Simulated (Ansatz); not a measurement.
The start is a generated trial cell of ZrO2 in the alpha-cristobalite structure type. A full variable-cell relaxation at zero pressure is run with PBE (plane waves to 420 eV, PAW, scalar-relativistic; Ansatz, an electronic-structure program). The first steps use a coarse 4×4×3 k-mesh.

The start:
```yaml
crystal:
  lattice:
    - [5.68640, 0.00000, 0.00000]
    - [0.00000, 5.68640, 0.00000]
    - [0.00000, 0.00000, 7.90418]
  atoms:
    - { symbol: Zr, position: [0.30470, 0.30470, 0.00000] }
    - { symbol: Zr, position: [0.80470, 0.19530, 0.75000] }
    - { symbol: Zr, position: [0.19530, 0.80470, 0.25000] }
    - { symbol: Zr, position: [0.69530, 0.69530, 0.50000] }
    - { symbol: O, position: [0.23810, 0.11090, 0.18260] }
    - { symbol: O, position: [0.73810, 0.38910, 0.56740] }
    - { symbol: O, position: [0.26190, 0.61090, 0.06740] }
    - { symbol: O, position: [0.76190, 0.88910, 0.68260] }
    - { symbol: O, position: [0.88910, 0.76190, 0.31740] }
    - { symbol: O, position: [0.38910, 0.73810, 0.43260] }
    - { symbol: O, position: [0.61090, 0.26190, 0.93260] }
    - { symbol: O, position: [0.11090, 0.23810, 0.81740] }
```

```yaml
initial_pressure: "+26.6 GPa (positive: the cell is compressed)"
outcome: The space group goes from P4₁2₁2 (No. 92) to Fd-3m (No. 227); the end is AFLOW prototype A2B_cF24_227_c_a (C9, as in SiO2), with 6 atoms in the primitive cell
energy_released: 0.36 eV/atom
volume_change: +46.5 %, from 21.30 to 31.20 Å³/atom
band_gap_at_the_end: 4.70 eV, direct (no spin-orbit coupling)
optimiser_moves: 18
```

Final structure:

Space group Fd-3m, origin choice 1 (No. 227); a = b = c = 9.081 Å, α = β = γ = 90.00°

```
atom  site  symmetry       x       y       z
----  ----  --------  ------  ------  ------
Zr      8b      -43m  0.5000  0.5000  0.5000
O      16d      .-3m  0.6250  0.6250  0.6250
```
(The calculation used a cell of 6 atoms; values per cell refer to that cell.)

Final values are on a 5×5×5 k-mesh of the relaxed cell. No spin polarisation in the result.

The run could not lose the symmetry of its start, so the end can be a saddle point.

The relaxed structure here is a generated cell of ZrO2: the first start was made by placing the elements on the sites of a structure type, and the end was not matched to a known phase here, so it may be hypothetical. Known forms of ZrO2 include space group No. 14, 137, 225.
